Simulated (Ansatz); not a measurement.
Here is the system:

Si:
```
Si
1.0
    0.00000     7.37178     7.37178
    7.37178     0.00000     7.37178
    7.37178     7.37178     0.00000
Si
34
Direct
  0.50000   0.50000   0.50000
  0.75000   0.75000   0.75000
  0.38968   0.38968   0.38968
  0.41903   0.86032   0.86032
  0.38968   0.38968   0.83097
  0.86032   0.41903   0.86032
  0.83097   0.38968   0.38968
  0.86032   0.86032   0.86032
  0.38968   0.83097   0.38968
  0.86032   0.86032   0.41903
  0.36444   0.75289   0.75289
  0.12022   0.49711   0.88556
  0.75289   0.36444   0.12978
  0.49711   0.12022   0.49711
  0.12978   0.75289   0.75289
  0.49711   0.88556   0.49711
  0.75289   0.12978   0.36444
  0.88556   0.49711   0.12022
  0.75289   0.36444   0.75289
  0.88556   0.12022   0.49711
  0.12978   0.75289   0.36444
  0.49711   0.49711   0.12022
  0.75289   0.12978   0.75289
  0.49711   0.49711   0.88556
  0.36444   0.75289   0.12978
  0.12022   0.88556   0.49711
  0.75289   0.75289   0.36444
  0.49711   0.88556   0.12022
  0.36444   0.12978   0.75289
  0.12022   0.49711   0.49711
  0.75289   0.75289   0.12978
  0.88556   0.49711   0.49711
  0.12978   0.36444   0.75289
  0.49711   0.12022   0.88556
```

This is the PBE-relaxed structure.

All from PBE in the plane-wave PAW code Ansatz, unless another level is named. Estimate the electron effective mass.

0.30, 0.54, 0.54 mₑ (principal values).

Next, the smallest direct gap on the standard path?

0.85 eV.

And the hole effective mass, band 3 of 3 at the edge?

0.22 along [100], 0.23 along [110], 0.28 along [111] (mₑ).

Give the conduction-band minimum.

at L (4 equivalent valleys).

Space group Fd-3m. The workflow started from a Materials Project entry (that database holds measured and hypothetical structures alike). Its sites differ from those of the usual phase in this space group: another stacking or structure type. Symmetry was held in the PBE relaxation; its stability against distortions is not shown here.

Potentials: the earlier of the program's two PAW sets.
